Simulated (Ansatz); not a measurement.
A generator proposed this cell of Cu5Ni.

Space group P4/mmm (No. 123). a = 2.593 Å, b = 2.593 Å, c = 10.999 Å, α = 90.00°, β = 90.00°, γ = 90.00°
| atom | site | symmetry | x | y | z |
| --- | --- | --- | --- | --- | --- |
| Cu | 2h | 4mm | 0.5000 | 0.5000 | 0.8333 |
| Cu | 2g | 4mm | 0.0000 | 0.0000 | 0.6667 |
| Cu | 1d | 4/mmm | 0.5000 | 0.5000 | 0.5000 |
| Ni | 1a | 4/mmm | 0.0000 | 0.0000 | 0.0000 |

Level of theory: Ansatz 0.2.0, DFT PBE, scalar-relativistic, plane waves, PAW. Cutoff 420 eV; k points 6×6×2 on the computed 6-atom cell (Γ-centred); Gaussian smearing, width 0.10 eV; collinear spin from starting moments 0.0 0.0 0.0 0.0 0.0 2.0 μB.

Energies over the elements count from the elements' standard structures at the same level, with no fitted energy shifts.

Problem. Estimate its pressure, forces and energy as it stands.

Solution. The pressure is -6.7 GPa (the mean over three directions, positive in compression), the largest force is 0.35 eV/Å, and the energy is +0.03 eV/atom against the elements. The shortest distance is 2.59 Å.

Problem. Is it a good guess?

Solution. A good one: relaxing gains under 0.1 eV/atom (the start's value is from the coarse mesh, so the gain is rough) in 11 ionic steps and ends at +0.01 eV/atom on the finer mesh. The symmetry stays P4/mmm (No. 123). The volume per atom shrinks by 4.8 %, from 12.3 to 11.7 Å³. The shortest distance goes from 2.59 Å (Cu–Ni, Cu–Cu and Ni–Ni) to 2.51 Å (Cu–Ni). Conventional cell: a = 2.558 Å, c = 10.764 Å. Cu on a site of symmetry 4mm has 4 Ni at 2.51 Å and 8 Cu at 2.56 Å; Cu on a second site of symmetry 4mm has 12 Cu at 2.56 Å; around Ni lie 8 Cu at 2.51 Å and 4 Ni at 2.56 Å; 1 more site not described.

The last run used a 14×14×4 mesh (in the run's order of axes) for its 6-atom cell and Gaussian smearing of 0.10 eV. The k mesh leaves some 4 meV/atom of noise in the energy of each metallic cell. Trial moments died out on the coarse mesh, so the last step has no spin; another magnetic start might hold. The relaxation can't lower the symmetry of the start, and the grade says only how near the guess is to its own end. A structure relaxed within its symmetry needn't be a true minimum.
